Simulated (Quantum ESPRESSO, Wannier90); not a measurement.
Wannierisation of Pt (fcc (Cu type))

```
begin unit_cell_cart
ang
    0.0000000000    1.9715750000    1.9715750000
    1.9715750000    0.0000000000    1.9715750000
    1.9715750000    1.9715750000    0.0000000000
end unit_cell_cart
begin atoms_frac
Pt   0.0000000000  0.0000000000  0.0000000000
end atoms_frac
```

Materials Project entry mp-126; symmetrised, unrelaxed at this level. This is the element's usual structure. Computed values, not measurements, from PBEsol: Quantum ESPRESSO (norm-conserving PseudoDojo potentials, cutoff 68 Ry, no spin polarisation, no spin-orbit coupling) on a Γ-centred 12×12×12 mesh, then Wannier90. Density: 18×18×18 mesh, cold smearing 0.01 Ry. Spin-orbit coupling is left out although heavy elements are present.

Functional, cutoff and mesh named above are those of the base row (1); the first column says what each row takes instead. Model: 9 functions from bands 5-21, start hydrogen-like Pt: s;p;d, disentangled but not localised (num_iter = 0), frozen window tied to the conduction edge or Fermi level of each row, as listed, which moves Ω_I and hoppings a little by itself. Energies are relative to the Fermi level; the misfit is to pw.x on a path, for states up to 1.0 eV relative to the Fermi level. The lattice is scaled uniformly, fractional positions fixed. The disentangled Ω_I can sit in another minimum from row to row.

```json
[
 {"scale": "0.97", "frozen to (eV)": "1.50", "Ω_I (Å²)": "7.68", "rms misfit (meV)": "3.4", "bottom of band 5 (eV)": "-11.18", "on-site Pt1 pz minus Pt1 s (eV)": "8.87", "hopping modulus Pt1 py – Pt1 pz, R = 0 1 -1 (eV)": "2.139", "hopping modulus Pt1 px – Pt1 s, R = 1 -1 0 (eV)": "1.492", "hopping modulus Pt1 s – Pt1 s, R = 0 1 -1 (eV)": "0.891", "hopping modulus Pt1 px – Pt1 dxy, R = 1 -1 0 (eV)": "0.829"},
 {"scale": "0.99", "frozen to (eV)": "1.50", "Ω_I (Å²)": "7.74", "rms misfit (meV)": "3.0", "bottom of band 5 (eV)": "-10.47", "on-site Pt1 pz minus Pt1 s (eV)": "8.83", "hopping modulus Pt1 py – Pt1 pz, R = 0 1 -1 (eV)": "2.046", "hopping modulus Pt1 px – Pt1 s, R = 1 -1 0 (eV)": "1.417", "hopping modulus Pt1 s – Pt1 s, R = 0 1 -1 (eV)": "0.847", "hopping modulus Pt1 px – Pt1 dxy, R = 1 -1 0 (eV)": "0.771"},
 {"scale": "1", "frozen to (eV)": "1.50", "Ω_I (Å²)": "7.75", "rms misfit (meV)": "3.1", "bottom of band 5 (eV)": "-10.13", "on-site Pt1 pz minus Pt1 s (eV)": "8.82", "hopping modulus Pt1 py – Pt1 pz, R = 0 1 -1 (eV)": "2.001", "hopping modulus Pt1 px – Pt1 s, R = 1 -1 0 (eV)": "1.381", "hopping modulus Pt1 s – Pt1 s, R = 0 1 -1 (eV)": "0.825", "hopping modulus Pt1 px – Pt1 dxy, R = 1 -1 0 (eV)": "0.744"},
 {"scale": "1.01", "frozen to (eV)": "1.50", "Ω_I (Å²)": "7.78", "rms misfit (meV)": "2.9", "bottom of band 5 (eV)": "-9.80", "on-site Pt1 pz minus Pt1 s (eV)": "8.79", "hopping modulus Pt1 py – Pt1 pz, R = 0 1 -1 (eV)": "1.956", "hopping modulus Pt1 px – Pt1 s, R = 1 -1 0 (eV)": "1.344", "hopping modulus Pt1 s – Pt1 s, R = 0 1 -1 (eV)": "0.805", "hopping modulus Pt1 px – Pt1 dxy, R = 1 -1 0 (eV)": "0.717"},
 {"scale": "1.03", "frozen to (eV)": "1.50", "Ω_I (Å²)": "7.85", "rms misfit (meV)": "2.6", "bottom of band 5 (eV)": "-9.19", "on-site Pt1 pz minus Pt1 s (eV)": "8.72", "hopping modulus Pt1 py – Pt1 pz, R = 0 1 -1 (eV)": "1.859", "hopping modulus Pt1 px – Pt1 s, R = 1 -1 0 (eV)": "1.273", "hopping modulus Pt1 s – Pt1 s, R = 0 1 -1 (eV)": "0.764", "hopping modulus Pt1 px – Pt1 dxy, R = 1 -1 0 (eV)": "0.667"}
]
```
